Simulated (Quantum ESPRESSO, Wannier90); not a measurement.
## Wannier functions of MoF₆ (Im-3m)

```
MoF6
1.0
   -3.16735     3.16735     3.16735
    3.16735    -3.16735     3.16735
    3.16735     3.16735    -3.16735
Mo F
1 6
Direct
  0.00000   0.00000   0.00000
  0.71067   0.71067   0.00000
  0.28933   0.28933   0.00000
  0.00000   0.71067   0.71067
  0.00000   0.28933   0.28933
  0.71067   0.00000   0.71067
  0.28933   0.00000   0.28933
```

Cell from Materials Project (mp-558836), symmetrised, no further relaxation. Not found in the COD (Crystallography Open Database) copy used, which has the formula in other groups; not checked further. Computed values, not measurements, from PBEsol: Quantum ESPRESSO (norm-conserving PseudoDojo potentials, cutoff 68 Ry, no spin polarisation, no spin-orbit coupling) on a Γ-centred 4×4×4 mesh, then Wannier90. Density: 8×8×8 mesh, cold smearing 0.01 Ry.

Base run: 23 functions from bands 11-49 of the 49 computed, start hydrogen-like Mo: d; F: p, centres 0.05 Å off the atoms, frozen window up to 5.79 eV relative to the valence-band maximum, outer window open. Its settings: num_cg_steps = 5, trial_step = 2 and dis_mix_ratio = 0.5 (the program's defaults), conv_tol = 1.0e-6 over 4 steps, num_iter = 1000, dis_conv_tol = 1.0e-6, dis_num_iter = 1000. One of them is changed at a time.

```
run                 disentanglement steps  localisation steps  Ω_I (Å²)  Ω_total (Å²)      ended
------------------  ---------------------  ------------------  --------  ------------  ---------
base                                   64                  16    13.098        13.194  converged
conv_tol = 1.0e-10                     64                  31    13.098        13.194  converged
num_cg_steps = 100                     64                  14    13.098        13.194  converged
```
